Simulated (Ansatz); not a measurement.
SiO₂:
```
CELL_PARAMETERS angstrom
      4.86652     0.00000     0.00000
     -2.43326     4.21453     0.00000
      0.00000     0.00000     5.36572
ATOMIC_POSITIONS crystal
  O  0.41117 0.27598 0.22107
  O  0.72402 0.13519 0.55441
  O  0.86481 0.58883 0.88774
  O  0.27598 0.41117 0.77893
  O  0.13519 0.72402 0.44559
  O  0.58883 0.86481 0.11226
  Si 0.46481 0.00000 0.33333
  Si 0.00000 0.46481 0.66667
  Si 0.53519 0.53519 0.00000
```

Relaxed with LDA. Special points in fractions of this cell's reciprocal vectors: Γ (0.000, 0.000, 0.000); M (0.500, 0.000, 0.000); K (0.333, 0.333, 0.000); A (0.000, 0.000, 0.500); L (0.500, 0.000, 0.500); H (0.333, 0.333, 0.500).

Problem. List the band energies nearest the valence-band maximum at these points for plane-wave PAW LDA (Ansatz code).

Solution. In eV from the valence-band maximum; about four levels below and three above (degenerate sets whole), none deeper than 8.9 eV; points with the same levels are listed once.

```
k                          below           above
-  -----------------------------  --------------
Γ  -1.05 -1.05 -0.85 -0.29 -0.29  5.83 9.06 9.06
M        -1.02 -0.74 -0.28 -0.05  8.16 8.85 9.43
K   -1.18 -1.18 -0.43 -0.43 0.00  8.76 8.76 9.25
A        -1.28 -0.29 -0.29 -0.07  7.81 7.81 8.80
L        -0.91 -0.90 -0.60 -0.17  8.83 9.28 9.42
H  -0.95 -0.95 -0.76 -0.58 -0.58  8.97 9.51 9.51
```

Space group P3_121. The LDA relaxation kept the symmetry of its start; phonons on a q-mesh show no instability.

Potentials: the later of the program's two PAW sets.
